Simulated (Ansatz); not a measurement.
Here is the system:

Ti (hcp, Mg type) is sheared across one (0001) plane: the third cell vector gains the shift, so faults repeat every 13.9 Å. The cut lies between planes 2.32 Å apart; the cell height is held.

```
CELL_PARAMETERS angstrom
      2.93627     0.00000     0.00000
      1.46813     2.54288     0.00000
      0.00000     0.00000    13.91147
ATOMIC_POSITIONS crystal
  Ti 0.33333 0.33333 0.08333
  Ti 0.33333 0.33333 0.41667
  Ti 0.33333 0.33333 0.75000
  Ti 0.66667 0.66667 0.91667
  Ti 0.66667 0.66667 0.25000
  Ti 0.66667 0.66667 0.58333
```

In-plane vectors a = (2.936, 0.000) Å, b = (1.468, 2.543) Å, area 7.47 Å². The shift is s times the vector a + b (length 5.086 Å), so s = 1 restores the start. Atoms relax along the normal only. γ = [E(shift) − E(0)] / area.

Method: r2SCAN (plane waves to 500 eV, PAW, scalar-relativistic; Ansatz, a program for electronic structure). k mesh 15×15×3 (Γ-centred), Fermi-Dirac smearing 0.05 eV. E is the zero-smearing estimate. Some relaxations began with atoms very close together and may have settled on another branch. With partly filled bands, the k mesh leaves noise in γ, roughly 0.02 J/m² as judged from a few cases. Faults lie only 13.9 Å apart, and holding the cell height raises γ above its relaxed value. The PAW data are Ansatz's earlier set. Ti is run without spin polarisation. Ti was relaxed with its symmetry unable to fall. γ is measured from zero shift.

The scan covers s from 0.000 to 0.917 in 12 points.

**Question.** At which s is γ highest?

**Answer.** s = 0.333.

**Question.** Does γ have a local minimum between the ends of the line, and at which s?

**Answer.** s = 0.667.

**Question.** What is the highest γ among twelve even steps of s?

**Answer.** 0.66 J/m².

**Question.** Which barrier is met on the easier way from s = 0 (or 1) to s = 0.667?

**Answer.** 0.47 J/m².

**Question.** What is γ at the local minimum s = 0.667?

**Answer.** 0.35 J/m².

(The slope of γ gives the shear force per area between the displaced halves; near zero shift its curvature is an elastic stiffness.)
